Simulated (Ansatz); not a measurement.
With PBE (plane waves, PAW; program Ansatz), AlSiCN in the trigonal phase (R3m; Al on 3a, N on 3a, Si on 3a, C on 3a) relaxes to a = 3.135 Å, c = 15.310 Å. Al has 4 nearest neighbours from 1.91 Å (tetrahedral); N has 4 nearest neighbours from 1.94 Å (tetrahedral); C has 4 nearest neighbours from 1.75 Å (tetrahedral). Its formation energy from the elements is -0.32 eV/atom, with no fitted shifts.

The Kohn–Sham gap is 0.07 eV (indirect). The valence maximum lies at Γ and the conduction minimum at F (3 equivalent valleys). Electrons at the band edge weigh 0.22, 0.35, 0.49 mₑ (principal values).

The bulk modulus is 176 GPa.

The start of the workflow was typed in or built on a structure type; neither database checked (COD, Materials Project) lists it. Whether it is the stable phase at ambient conditions was not checked. Symmetry was held in the PBE relaxation; its stability against distortions is not shown here. The references are the lowest solids computed at this level, not always the standard phases (solids in place of the gases).

Potentials: the earlier of the program's two PAW sets.
